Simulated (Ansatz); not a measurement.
Is this ZrTi3Si8 structure a true minimum?

It was reached by relaxing an invented guess, and it needn't be the stable form of this composition.

These are results of Ansatz 0.2.0, DFT PBE, scalar-relativistic, plane waves, PAW, not measurements. Cutoff 420 eV; k points 10×10×6 on the computed 12-atom cell (Γ-centred); Gaussian smearing, width 0.10 eV; no spin polarisation.

The cell below (12 atoms, space group C222 (No. 21)) is relaxed within its symmetry.

```xyz
12
Lattice="2.4470 -4.1973 0.0000 2.4470 4.1973 0.0000 0.0000 0.0000 8.6747" Properties=species:S:1:pos:R:3 pbc="T T T"
Zr    2.4470    0.0000    0.0000
Ti    0.0000    0.0000    4.3374
Ti    1.2235    2.0986    2.1831
Ti    1.2235   -2.0986    6.4916
Si    2.4470    2.8462    0.0000
Si    2.4470   -1.3680    4.3374
Si    2.4470   -2.8462    0.0000
Si    2.4470    1.3680    4.3374
Si    1.2031   -0.7531    2.2199
Si    3.6909   -0.7531    6.4548
Si    3.6909    0.7531    2.2199
Si    1.2031    0.7531    6.4548
```

For the test it was strained at random (σ = 1.5 % a component), the atoms were moved at random (σ = 0.05 Å), and all was relaxed again on a coarse 6×6×4 mesh (in the run’s order of axes) with 0.20 eV smearing, with no symmetry imposed.

Question: Is the structure stable against such a distortion?

Answer: It returns, within 1 meV/atom of the unmoved cell on that mesh and with the same symmetry when read at 0.1 Å. So it is stable against the distortions that fit this cell and that this random move excites. Modes that don't fit the cell aren't tested.
